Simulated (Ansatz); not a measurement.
A generated cell, not matched to a known phase here, of GaBAs2: I-42d (No. 122), tI16, chalcopyrite type; a = 5.2556 Å, b = 5.2556 Å, c = 10.1627 Å, α = 90.00°, β = 90.00°, γ = 90.00°; As 8d (0.304, 0.250, 0.125); Ga 4a (0.000, 0.000, 0.000); B 4b (0.000, 0.000, 0.500). Method: PBEsol (plane waves to 420 eV, PAW, scalar-relativistic; Ansatz, an electronic-structure program). Element references, the lowest calculated here: As (R-3m), Ga (Cmce), B (R-3m).

Estimate the formation energy of this I-42d form of GaBAs2 from the elements that PBEsol returns for this input.

-0.08 eV/atom.

How does this cell stand against the other phases calculated?

It lies 0.12 eV/atom above their hull: GaBAs2 → 0.83 As + 0.17 B6As + GaAs (B6As R-3m, As R-3m, GaAs F-43m) releases that much. A lower structure of this composition may exist.

This is the hull of the energies calculated here, no anion corrections; phases that were not calculated are missing from it. Values are rounded to 0.01 eV/atom. Not shown to be the ambient phase of their composition (a lower form may be missing, and a cell relaxed within its start's symmetry can be a saddle point): GaBAs2 (I-42d). The compounds carry no spin polarisation.
